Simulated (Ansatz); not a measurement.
AlN (rock salt, Fm-3m), plane-wave PAW r²SCAN (Ansatz code), all energies at zero smearing, with the estimated change up to a 700 eV cutoff added, with one set of potentials and settings (totals compare only within such a set). Cell of 2 atoms (1 Al, 1 N): -928.151 eV.

```json
[
 {"element": "Al", "reference phase": "Fm-3m, 1 atoms in the cell", "E (eV/atom)": "-540.4083"},
 {"element": "N", "reference phase": "Pa-3, 8 atoms in the cell", "E (eV/atom)": "-384.8315"}
]
```

Formation energy per atom, worked out: (-928.151 − 1×(-540.4083) − 1×(-384.8315))/2 = -1.455 eV/atom (-140 kJ per mol of atoms), at 0 K, without zero-point energy or fitted corrections.

This is a known high-pressure phase of the composition, computed here at zero pressure and temperature. The cell was relaxed with r²SCAN under the symmetry of its start; its stability against distortions is not shown here. The references are the lowest solids computed at this level, not always the standard phases (solids in place of the gases).

Potentials: the later of the program's two PAW sets.
